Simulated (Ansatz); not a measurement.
Task: Name crystals whose computed values (DFT-LDA in the program Ansatz with PAW potentials) fall in these windows: gap (eV) 0.13 to 0.16; highest Γ mode, no LO–TO term (cm⁻¹) 300 to 400.

Result: 

| crystal | gap (eV) | highest Γ mode, no LO–TO term (cm⁻¹) |
|---|---|---|
| ZnCu2SnS4, I-4 (Pearson symbol tI16) | 0.14 | 349 |
Others may fit too.

The cell was relaxed under the symmetry of its start. Rows with no word on spin ran without spin polarisation. Scalar-relativistic: spin–orbit coupling is off unless named, which matters more the heavier the elements.

Potentials: the later of the program's two PAW sets.
